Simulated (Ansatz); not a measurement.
# An elastic constant from a strain scan in Al

The calculation used Ansatz, DFT PBEsol+D3(BJ), scalar-relativistic, plane waves, PAW. Cutoff 420 eV, Γ-centred 26×26×26 k-points, Gaussian smearing of 0.15 eV. No spin polarisation. Energies are free energies at this smearing, counted from the undisturbed cell; pressure is positive in compression.

Reference structure (relaxed at this level):

```
Al
1.0
     0.00000    1.98128    1.98128
     1.98128    0.00000    1.98128
     1.98128    1.98128    0.00000
Al
1
Direct
  0.00000 0.00000 0.00000
```

The cell is strained by ε times the Voigt pattern (0, 0, 1, 0, 0, 0) (xx, yy, zz, yz, xz, xy; engineering shear) with fractional coordinates fixed. The cell holds 1 atom in V0 = 15.55 Å³. The stress column is τ = (1/V0) dE/dε, got from the stress tensor σ (compression positive) at each point as −det(1 + εP) σ : P(1 + εP)⁻¹, with P the pattern as a tensor.

| ε | ΔE (meV/atom) | τ (GPa) |
| --- | --- | --- |
| -0.1000 | 84.201 | -18.578 |
| -0.0750 | 45.715 | -13.280 |
| -0.0500 | 19.599 | -8.318 |
| -0.0250 | 4.731 | -3.980 |
| 0.0000 | 0.000 | -0.030 |
| 0.0250 | 3.965 | 3.291 |
| 0.0500 | 15.356 | 5.867 |
| 0.0750 | 32.125 | 7.847 |
| 0.0875 | 42.109 | 8.602 |
| 0.1000 | ? | ? |

Which combination of elastic constants does this scan measure, and how large is it?

For small ε, τ = τ0 + Kε with K = pᵀCp, which for this pattern is C11 in the cubic axes. The parabola through τ at ε = -0.0250, 0 and 0.0250 has slope K = 145 GPa at zero. The energies per cell, E = NΔE, of the same two points give K = 2[E(ε₊)/ε₊ − E(ε₋)/ε₋]/[(ε₊ − ε₋)V0] = 143 GPa, in agreement.

Predict the withheld row at ε = 0.1000 from the harmonic law, and compare.

ΔE = V0(τ0 ε + Kε²/2)/N = 70.300 meV/atom and τ = 14.51 GPa. The calculation gives 52.997 meV/atom and 9.33 GPa: the energy lies 25 % below the harmonic value, as bonds soften when stretched.

In a metal these slopes depend on the k mesh and the smearing.

Cost: 10 runs of about 0.59 core-minutes in all, on Intel Xeon 6975P-C (Granite Rapids) (shared hosts).